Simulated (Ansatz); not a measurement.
Starting cell, C (diamond):

```xyz
4
Lattice="0.0000 3.5716 3.5716 1.7858 0.0000 1.7858 1.7858 1.7858 0.0000" Properties=species:S:1:pos:R:3 pbc="T T T"
C      1.7858     1.7858     1.7858
C      1.7858     3.5716     3.5716
C      2.6787     2.6787     2.6787
C      2.6787     4.4645     4.4645
```

In each cell atom 3 (C, nearest neighbour C at 1.547 Å; its periodic images, 2.5 Å or more away, move with it) moves by s·(0.707, 0.707, 0.000) (along Cartesian [110]), the rest being held.

These are PBE (plane waves to 420 eV, PAW, scalar-relativistic; Ansatz, an electronic-structure program) values and carry that method's errors. k mesh 13×13×13 (Γ-centred), Fermi-Dirac smearing 0.05 eV. Stress and pressure are positive under compression. F∥ is the force on the atom along that direction. C was relaxed with its symmetry unable to fall. The PAW data are Ansatz's earlier set. 

```csv
s (Å),F∥ (eV/Å),P (GPa)
-0.150,5.560,4.08
-0.120,4.462,[?]
-0.090,3.353,1.46
-0.060,2.238,0.65
-0.030,1.120,[?]
0.000,0.000,0.00
0.030,-1.120,[?]
0.060,-2.238,0.65
0.090,-3.353,1.46
0.120,-4.462,[?]
0.150,-5.560,4.08
```

Task: What belongs in the gaps?

Result: 
- -0.120, P (GPa): 2.60
- -0.030, P (GPa): 0.17
- 0.030, P (GPa): 0.17
- 0.120, P (GPa): 2.60

(A displaced cell: forces are minus the slopes of the energy, force constants its curvatures, and phonons follow from these.)
